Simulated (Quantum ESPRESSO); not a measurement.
TaHf3O7N, one run as intended and one with a planted mistake

Simulated, not a measurement. The program is pw.x of Quantum ESPRESSO 7.5 (plane-wave density functional theory). The cell is made up: 12 atoms on a rutile lattice, with randomly drawn elements, strain and displacements, not relaxed. PseudoDojo standard norm-conserving files (v0.5 for PBE, v0.4.1 for LDA and PBEsol) set the functional; there is no spin polarisation, spin-orbit coupling or dispersion term, and the masses in the input are unused placeholders.

The hafnium pseudopotential is less sure than the others, with forces about 3 percent (worst 6) and pressure in oxides about 1.5 GPa (worst 2.7) from a second method in checks, which no rerun with the same files tests.

Intended input:

```
&control calculation='scf', pseudo_dir='./dojo.nc.sr.pbe.v0_5.standard.upf', outdir='./o', disk_io='low', tprnfor=.true., tstress=.true. /
&system ibrav=0, nat=12, ntyp=4, nbnd=54, ecutwfc=84.00895049, nosym=.true., tot_charge=0,
 occupations='smearing', smearing='fd', degauss=0.0018374661
/
&electrons conv_thr=7.350e-09, electron_maxstep=60, /
ATOMIC_SPECIES
Hf 1.0 Hf.upf
N 1.0 N.upf
O 1.0 O.upf
Ta 1.0 Ta.upf
CELL_PARAMETERS angstrom
4.9236 -0.0051 -0.0047
-0.0051 5.0095 0.0153
-0.0062 0.0203 6.7267
ATOMIC_POSITIONS angstrom
Ta 0.0087 -0.0058 0.0284
Hf 2.4032 2.4652 1.7105
Hf -0.0266 0.0607 3.3575
Hf 2.5286 2.5795 4.9799
O 1.3881 1.4275 -0.0293
O 3.444 3.3745 0.0395
O 4.0374 1.0335 1.7597
O 0.8781 4.0448 1.7456
O 1.4828 1.491 3.5458
N 3.3267 3.52 3.4391
O 3.995 1.0887 4.9128
O 1.0242 4.0307 5.1303
K_POINTS automatic
5 4 3 1 1 1
```

The log is shortened where brackets say so; the opening notice, blank lines, dates and the lines on written files are dropped, and the path of the files is cut. It prints rydbergs, bohrs and kilobars, and counts compression as positive stress. Where no state is partly filled, the Fermi energy that it prints is only some level between the filled and the empty states on the mesh, and need not lie in the true gap.

Log of the intended run:

```
     Program PWSCF v.7.5
     Parallel version (MPI & OpenMP), running on       4 processor cores
     Number of MPI processes:                 4
     Threads/MPI process:                     1
     [start-up lines left out]
     bravais-lattice index     =            0
     lattice parameter (alat)  =       9.3043  a.u.
     unit-cell volume          =    1119.6208 (a.u.)^3
     number of atoms/cell      =           12
     number of atomic types    =            4
     number of electrons       =        96.00
     number of Kohn-Sham states=           54
     kinetic-energy cutoff     =      84.0090  Ry
     charge density cutoff     =     336.0358  Ry
     scf convergence threshold =      7.3E-09
     mixing beta               =       0.7000
     number of iterations used =            8  plain     mixing
     Exchange-correlation= PBE
                           (   1   4   3   4   0   0   0)
     [axes and pseudopotential details left out]
   Cartesian axes
     site n.     atom                  positions (alat units)
         1        Ta     tau(   1) = (   0.0017670  -0.0011780   0.0057681  )
         2        Hf     tau(   2) = (   0.4880977   0.5006901   0.3474081  )
         3        Hf     tau(   3) = (  -0.0054025   0.0123284   0.6819191  )
         4        Hf     tau(   4) = (   0.5135668   0.5239048   1.0114337  )
         5        O      tau(   5) = (   0.2819276   0.2899298  -0.0059509  )
         6        O      tau(   6) = (   0.6994875   0.6853718   0.0080226  )
         7        O      tau(   7) = (   0.8200089   0.2099072   0.3574007  )
         8        O      tau(   8) = (   0.1783449   0.8215119   0.3545370  )
         9        O      tau(   9) = (   0.3011615   0.3028269   0.7201634  )
        10        N      tau(  10) = (   0.6756635   0.7149233   0.6984923  )
        11        O      tau(  11) = (   0.8113974   0.2211185   0.9978055  )
        12        O      tau(  12) = (   0.2080183   0.8186481   1.0419804  )
     number of k points=    30  Fermi-Dirac smearing, width (Ry)=  0.0018
                       cart. coord. in units 2pi/alat
        k(    1) = (   0.1002433   0.1225870   0.1217140), wk =   0.0666667
        k(    2) = (   0.0997790   0.1240769  -0.3662572), wk =   0.0666667
     [further k points left out]
     Dense  grid:   116435 G-vectors     FFT dimensions: (  60,  60,  75)
     Estimated max dynamical RAM per process >     298.83 MB
     Estimated total dynamical RAM >       1.08 GB
     Initial potential from superposition of free atoms
     starting charge      95.9935, renormalised to      96.0000
     Starting wfcs are   72 randomized atomic wfcs
     total cpu time spent up to now is        7.2 secs
     per-process dynamical memory:   212.5 Mb
     Self-consistent Calculation
     iteration #  1     ecut=    84.01 Ry     beta= 0.70
     Davidson diagonalization with overlap
     ethr =  1.00E-02,  avg # of iterations =  2.0
     total cpu time spent up to now is       18.9 secs
     total energy              =    -719.30927312 Ry
     estimated scf accuracy    <       5.70599512 Ry
     iteration #  2     ecut=    84.01 Ry     beta= 0.70
     Davidson diagonalization with overlap
     ethr =  5.94E-03,  avg # of iterations =  6.2
     total cpu time spent up to now is       35.5 secs
     total energy              =    -716.08607565 Ry
     estimated scf accuracy    <      36.86874623 Ry
     [iterations 3 to 16 left out]
     iteration # 17     ecut=    84.01 Ry     beta= 0.70
     Davidson diagonalization with overlap
     ethr =  3.86E-11,  avg # of iterations =  4.8
     total cpu time spent up to now is      245.5 secs
     total energy              =    -722.30951579 Ry
     estimated scf accuracy    <       0.00000001 Ry
     iteration # 18     ecut=    84.01 Ry     beta= 0.70
     Davidson diagonalization with overlap
     ethr =  1.16E-11,  avg # of iterations =  3.2
     total cpu time spent up to now is      258.2 secs
     End of self-consistent calculation
     [lines on levels left out]
     the Fermi energy is     9.6846 ev
!    total energy              =    -722.30951579 Ry
     estimated scf accuracy    <          1.7E-09 Ry
     smearing contrib. (-TS)   =      -0.00000000 Ry
     internal energy E=F+TS    =    -722.30951579 Ry
     The total energy is F=E-TS. E is the sum of the following terms:
     one-electron contribution =    -199.05739520 Ry
     hartree contribution      =     142.61349870 Ry
     xc contribution           =    -179.20415853 Ry
     ewald contribution        =    -486.66146077 Ry
     convergence has been achieved in  18 iterations
     Forces acting on atoms (cartesian axes, Ry/au):
     atom    1 type  4   force =     0.05396261   -0.00752997   -0.03693964
     atom    2 type  1   force =     0.03760737    0.04180789    0.09101712
     atom    3 type  1   force =    -0.02213462   -0.03958872    0.04658849
     atom    4 type  1   force =    -0.00296181   -0.00266899   -0.03385721
     atom    5 type  3   force =    -0.03346814   -0.04372388    0.04276935
     atom    6 type  3   force =     0.01981870    0.05061070    0.02892825
     atom    7 type  3   force =    -0.01029316   -0.02164802   -0.08393618
     atom    8 type  3   force =    -0.00630101    0.01367262   -0.09780830
     atom    9 type  3   force =     0.01222891    0.01116071   -0.06494637
     atom   10 type  2   force =     0.00966654    0.00014449   -0.07903874
     atom   11 type  3   force =     0.03025814   -0.06721075    0.10044954
     atom   12 type  3   force =    -0.08838354    0.06497392    0.08677369
     Total force =     0.305210     Total SCF correction =     0.000105
     Computing stress (Cartesian axis) and pressure
          total   stress  (Ry/bohr**3)                   (kbar)     P=     -163.86
  -0.00080238  -0.00017880  -0.00004202         -118.03      -26.30       -6.18
  -0.00017880  -0.00097508  -0.00008293          -26.30     -143.44      -12.20
  -0.00004202  -0.00008293  -0.00156415           -6.18      -12.20     -230.09
     init_run     :      6.74s CPU      7.01s WALL (       1 calls)
     electrons    :    250.06s CPU    251.02s WALL (       1 calls)
     forces       :      2.43s CPU      2.46s WALL (       1 calls)
     stress       :      8.20s CPU      8.41s WALL (       1 calls)
     [timing details left out]
     PWSCF        :   4m27.66s CPU   4m29.20s WALL
     JOB DONE.
```

A second run has one planted mistake: the plane-wave cutoff is too low. The input lines that differ, file-writing options aside:

```
- &system ibrav=0, nat=12, ntyp=4, nbnd=54, ecutwfc=84.00895049, nosym=.true., tot_charge=0,
+ &system ibrav=0, nat=12, ntyp=4, nbnd=54, ecutwfc=62.62084499, nosym=.true., tot_charge=0,
```

Its log:

```
     Program PWSCF v.7.5
     Parallel version (MPI & OpenMP), running on       4 processor cores
     Number of MPI processes:                 4
     Threads/MPI process:                     1
     [start-up lines left out]
     bravais-lattice index     =            0
     lattice parameter (alat)  =       9.3043  a.u.
     unit-cell volume          =    1119.6208 (a.u.)^3
     number of atoms/cell      =           12
     number of atomic types    =            4
     number of electrons       =        96.00
     number of Kohn-Sham states=           54
     kinetic-energy cutoff     =      62.6208  Ry
     charge density cutoff     =     250.4834  Ry
     scf convergence threshold =      7.3E-09
     mixing beta               =       0.7000
     number of iterations used =            8  plain     mixing
     Exchange-correlation= PBE
                           (   1   4   3   4   0   0   0)
     [axes and pseudopotential details left out]
   Cartesian axes
     site n.     atom                  positions (alat units)
         1        Ta     tau(   1) = (   0.0017670  -0.0011780   0.0057681  )
         2        Hf     tau(   2) = (   0.4880977   0.5006901   0.3474081  )
         3        Hf     tau(   3) = (  -0.0054025   0.0123284   0.6819191  )
         4        Hf     tau(   4) = (   0.5135668   0.5239048   1.0114337  )
         5        O      tau(   5) = (   0.2819276   0.2899298  -0.0059509  )
         6        O      tau(   6) = (   0.6994875   0.6853718   0.0080226  )
         7        O      tau(   7) = (   0.8200089   0.2099072   0.3574007  )
         8        O      tau(   8) = (   0.1783449   0.8215119   0.3545370  )
         9        O      tau(   9) = (   0.3011615   0.3028269   0.7201634  )
        10        N      tau(  10) = (   0.6756635   0.7149233   0.6984923  )
        11        O      tau(  11) = (   0.8113974   0.2211185   0.9978055  )
        12        O      tau(  12) = (   0.2080183   0.8186481   1.0419804  )
     number of k points=    30  Fermi-Dirac smearing, width (Ry)=  0.0018
                       cart. coord. in units 2pi/alat
        k(    1) = (   0.1002433   0.1225870   0.1217140), wk =   0.0666667
        k(    2) = (   0.0997790   0.1240769  -0.3662572), wk =   0.0666667
     [further k points left out]
     Dense  grid:    74949 G-vectors     FFT dimensions: (  48,  48,  72)
     Estimated max dynamical RAM per process >     195.14 MB
     Estimated total dynamical RAM >     725.68 MB
     Check: negative core charge=   -0.000019
     Initial potential from superposition of free atoms
     starting charge      95.9935, renormalised to      96.0000
     Starting wfcs are   72 randomized atomic wfcs
     total cpu time spent up to now is        5.6 secs
     per-process dynamical memory:   145.2 Mb
     Self-consistent Calculation
     iteration #  1     ecut=    62.62 Ry     beta= 0.70
     Davidson diagonalization with overlap
     ethr =  1.00E-02,  avg # of iterations =  2.0
     total cpu time spent up to now is       13.3 secs
     total energy              =    -719.29851626 Ry
     estimated scf accuracy    <       5.65660113 Ry
     iteration #  2     ecut=    62.62 Ry     beta= 0.70
     Davidson diagonalization with overlap
     ethr =  5.89E-03,  avg # of iterations =  6.2
     total cpu time spent up to now is       24.8 secs
     total energy              =    -716.07583905 Ry
     estimated scf accuracy    <      36.71445023 Ry
     [iterations 3 to 16 left out]
     iteration # 17     ecut=    62.62 Ry     beta= 0.70
     Davidson diagonalization with overlap
     ethr =  3.77E-11,  avg # of iterations =  4.7
     total cpu time spent up to now is      163.4 secs
     total energy              =    -722.26964630 Ry
     estimated scf accuracy    <       0.00000002 Ry
     iteration # 18     ecut=    62.62 Ry     beta= 0.70
     Davidson diagonalization with overlap
     ethr =  1.60E-11,  avg # of iterations =  3.7
     total cpu time spent up to now is      171.8 secs
     End of self-consistent calculation
     [lines on levels left out]
     the Fermi energy is     9.6862 ev
!    total energy              =    -722.26964630 Ry
     estimated scf accuracy    <          1.6E-09 Ry
     smearing contrib. (-TS)   =      -0.00000000 Ry
     internal energy E=F+TS    =    -722.26964630 Ry
     The total energy is F=E-TS. E is the sum of the following terms:
     one-electron contribution =    -198.98737521 Ry
     hartree contribution      =     142.56285588 Ry
     xc contribution           =    -179.18366619 Ry
     ewald contribution        =    -486.66146078 Ry
     convergence has been achieved in  18 iterations
     Forces acting on atoms (cartesian axes, Ry/au):
     atom    1 type  4   force =     0.05410033   -0.00731021   -0.03706581
     atom    2 type  1   force =     0.03758862    0.04177814    0.09102097
     atom    3 type  1   force =    -0.02214506   -0.03950732    0.04657500
     atom    4 type  1   force =    -0.00298099   -0.00269083   -0.03398699
     atom    5 type  3   force =    -0.03355427   -0.04391859    0.04276708
     atom    6 type  3   force =     0.01972805    0.05077247    0.02889564
     atom    7 type  3   force =    -0.01032099   -0.02166958   -0.08397398
     atom    8 type  3   force =    -0.00629278    0.01345666   -0.09774551
     atom    9 type  3   force =     0.01226227    0.01118217   -0.06481948
     atom   10 type  2   force =     0.00956198    0.00003728   -0.07890994
     atom   11 type  3   force =     0.03035625   -0.06726636    0.10047424
     atom   12 type  3   force =    -0.08830341    0.06513616    0.08676879
     Total force =     0.305259     Total SCF correction =     0.000104
     Computing stress (Cartesian axis) and pressure
          total   stress  (Ry/bohr**3)                   (kbar)     P=     -206.07
  -0.00109134  -0.00018066  -0.00004226         -160.54      -26.58       -6.22
  -0.00018066  -0.00126296  -0.00008315          -26.58     -185.79      -12.23
  -0.00004226  -0.00008315  -0.00184820           -6.22      -12.23     -271.88
     init_run     :      5.21s CPU      5.40s WALL (       1 calls)
     electrons    :    165.39s CPU    166.22s WALL (       1 calls)
     forces       :      1.54s CPU      1.57s WALL (       1 calls)
     stress       :      5.34s CPU      5.47s WALL (       1 calls)
     [timing details left out]
     PWSCF        :   2m57.68s CPU   2m58.94s WALL
     JOB DONE.
```

|  | intended run | run with the mistake |
| --- | --- | --- |
| free energy (eV) | -9827.522 | -9826.979 |
| smearing term -TS (eV) | 0.0000 | 0.0000 |
| pressure (GPa) | -16.39 | -20.61 |
| largest force component (eV/Å) | 2.583 | 2.583 |
| largest change of a force component (eV/Å) |  | 0.006 |
| iterations | 18 | 18 |

For scale, a rerun of the intended cell at a cutoff of 1437 eV and k mesh 7 x 6 x 5 moved values by no more than 0.004 eV in energy, 0.04 GPa in stress and 0.003 eV/Å in force.